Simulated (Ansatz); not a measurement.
Mo$_{3}$Ir (Cu3Au type, space group No. 221) at seven volumes, PBEsol (plane waves, PAW; program Ansatz), scaled uniformly. One row is withheld.

```json
[
 {"V (Å³/atom)": "13.640", "P (GPa)": "34.53"},
 {"V (Å³/atom)": "14.090", "P (GPa)": "21.13"},
 {"V (Å³/atom)": "14.540", "P (GPa)": "9.73"},
 {"V (Å³/atom)": "14.989", "P (GPa)": "0.00"},
 {"V (Å³/atom)": "15.439", "P (GPa)": "-8.31"},
 {"V (Å³/atom)": "15.889", "P (GPa)": "?"},
 {"V (Å³/atom)": "16.339", "P (GPa)": "-21.39"}
]
```

### Question
Fit the shown pressures and predict the withheld one.

### Answer
Third-order Birch–Murnaghan: P = (3/2)B₀(x^(7/2) − x^(5/2))[1 + (3/4)(B′ − 4)(x − 1)] with x = (V₀/V)^(2/3). Least squares on the six rows gives V₀ = 14.989 Å³/atom, B₀ = 298.7 GPa, B′ = 4.30. At V = 15.889, x = 0.9619 and P = -15.37 GPa. The run itself gave -15.39 GPa.

Space group Pm-3m (Cu3Au type). A made-up cell: these elements were put on the sites of a structure type; neither database checked (COD, Materials Project) lists it. Its standing as an ambient phase is unchecked. The cell was relaxed with PBEsol under the symmetry of its start; whether a distortion lowers the energy is not shown. No spin polarisation was allowed. Spin–orbit coupling is left out wherever it is not named.

Potentials: the earlier of the program's two PAW sets. The files were generated under PBE; for other functionals the program regenerates the frozen cores, and for LDA and PBEsol the local potential too.
